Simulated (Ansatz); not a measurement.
# Moving spin-orbit coupling in TlB

```xyz
2
Lattice="-2.1375 2.1375 2.3429 2.1375 -2.1375 2.3429 2.1375 2.1375 -2.3429" Properties=species:S:1:pos:R:3 pbc="T T T"
Tl    0.0000    0.0000    2.3429
B     0.0000    0.0000    0.0000
```

The cell comes from a database or a generator and needn't be the stable form of this composition.

Kept alike: task band structure; functional r2SCAN; k mesh 7 × 7 × 7; occupations fermi-dirac, width 0.05 eV. Program: Ansatz, Ansatz PAW, cutoff 500 eV. The mesh is that of the run's cell of 2 atoms.

```csv
spin-orbit coupling,pressure (GPa)
off,-5.58
on,-6.39
```

Pressure is positive in compression, with a Pulay correction for the finite cutoff. For a metal such a mesh leaves the last digits unconverged. All rows use potentials made for PBE.

Problem. What does spin-orbit coupling change here?

Solution. The pressure runs from -6.39 (on) to -5.58 GPa (off).
